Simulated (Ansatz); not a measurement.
# Ti3BiO3: rattling a relaxed structure

The cell was found from a proposed guess, not taken from experiment.

All numbers below come from DFT PBE, scalar-relativistic, plane waves, PAW in Ansatz 0.2.0. Settings: cutoff 420 eV, Γ-centred mesh 6×6×12 on the computed 7-atom cell, Gaussian smearing of 0.10 eV; no spin polarisation.

The cell below (7 atoms, space group P-6m2 (No. 187)) is relaxed within its symmetry.

```
CELL_PARAMETERS angstrom
7.26051 0.00000 0.00000
-3.63026 6.28779 0.00000
0.00000 0.00000 2.84823
ATOMIC_POSITIONS crystal
Ti 0.57243 0.78621 0.50000
Ti 0.21379 0.78621 0.50000
Ti 0.21379 0.42757 0.50000
Bi 0.00000 0.00000 0.00000
O 0.45378 0.90756 0.00000
O 0.09244 0.54622 0.00000
O 0.45378 0.54622 0.00000
```

For the test it was strained at random (σ = 1.5 % a component), the atoms were moved at random (σ = 0.10 Å), and all was relaxed again on a coarse 8×6×6 mesh (in the run’s order of axes) with 0.20 eV smearing, with no symmetry imposed.

Spin–orbit coupling, which can matter for Bi, is left out. An odd number of electrons in the primitive cell allows no gap without spin; a larger cell or a magnetic state could open one.

**Question.** Is the structure stable against such a distortion?

**Answer.** It returns, within 1 meV/atom of the unmoved cell on that mesh and with the same symmetry when read at 0.1 Å (Amm2 at 0.01 Å, so small strains and shifts remain). So it is stable against the distortions that fit this cell and that this random move excites. Modes that don't fit the cell aren't tested.
